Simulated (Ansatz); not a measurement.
LaSi2Os2:
```cif
data_La2Os4Si4
_chemical_formula_sum 'Os4 Si4 La2'
_space_group_name_H-M_alt 'I4/mmm'
_space_group_IT_number 139
_space_group_name_Hall '-I 4 2'
_cell_length_a 4.23317
_cell_length_b 4.23317
_cell_length_c 10.02000
_cell_angle_alpha 90.000
_cell_angle_beta 90.000
_cell_angle_gamma 90.000
loop_
_atom_site_label
_atom_site_type_symbol
_atom_site_symmetry_multiplicity
_atom_site_Wyckoff_symbol
_atom_site_fract_x
_atom_site_fract_y
_atom_site_fract_z
_atom_site_occupancy
Os1 Os 4 d 0.00000 0.50000 0.25000 1
Si1 Si 4 e 0.00000 0.00000 0.36124 1
La1 La 2 a 0.00000 0.00000 0.00000 1
```
(The calculation used a cell of 5 atoms; values per cell refer to that cell.)

Relaxed at zero pressure with r²SCAN in the plane-wave PAW code Ansatz.

Problem. The volume is lowered by 6 % and shape and atoms relax at that volume. What pressure results, and how do the axes share the change?

Solution. 10.1 GPa; a -1.6 %, b -1.6 %, c -2.9 %; the energy rises by 32 meV/atom.

Problem. Give the new structure.

Solution. 
Space group I4/mmm (No. 139); a = b = 4.165 Å, c = 9.730 Å, α = β = γ = 90.00°

```tsv
atom	site	symmetry	x	y	z
Os	4d	-4m2	0.0000	0.5000	0.2500
Si	4e	4mm	0.0000	0.0000	0.3666
La	2a	4/mmm	0.0000	0.0000	0.0000
```

The phase is kept; no other phase was compared at this pressure.

The workflow started from an entry of the Crystallography Open Database (COD). Its standing as an ambient phase is unchecked. The cell was relaxed with r²SCAN under the symmetry of its start; whether a distortion lowers the energy is not shown. No spin polarisation was allowed. Scalar-relativistic: spin–orbit coupling is off unless named, which matters more the heavier the elements.

Potentials: the later of the program's two PAW sets.
